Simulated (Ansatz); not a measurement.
La2O3 (La2O3 or Ni2Al3 type, space group No. 164), the program Ansatz at the PBE level (PAW). The conduction-band minimum lies at M, with 3 equivalent valleys. Second derivatives d²E/dk² of the lowest band at one valley (eV·Å²), along Cartesian directions:

```json
[
 {"direction": "[100]", "d²E/dk²": "3.225"},
 {"direction": "[010]", "d²E/dk²": "3.989"},
 {"direction": "[001]", "d²E/dk²": "8.019"},
 {"direction": "[110]", "d²E/dk²": "3.609"},
 {"direction": "[101]", "d²E/dk²": "5.624"},
 {"direction": "[011]", "d²E/dk²": "2.210"}
]
```

Problem. Find the principal effective masses, the density-of-states mass and the conductivity mass.

Solution. Off-diagonal terms follow from H_xy = H[110] − (H_xx + H_yy)/2, and m*/mₑ = 7.620 eV·Å² over each eigenvalue: 0.74, 2.4, 4.5. One valley's DOS mass (m₁m₂m₃)^(1/3) = 2.0, conductivity mass 3/(Σ 1/mᵢ) = 1.5 mₑ.

Problem. What effective density of states Nc follows at 300 K for parabolic valleys?

Solution. Nc = 2.509e19 × 3 × (2.0)^(3/2) ≈ 2.1e20 cm⁻³.

Space group P-3m1 (La2O3 or Ni2Al3 type). The PBE relaxation kept the symmetry of its start. Spin–orbit coupling is left out wherever it is not named.

Potentials: the later of the program's two PAW sets.

Edges and masses are those of Kohn–Sham bands, whose gap is no quasiparticle gap.
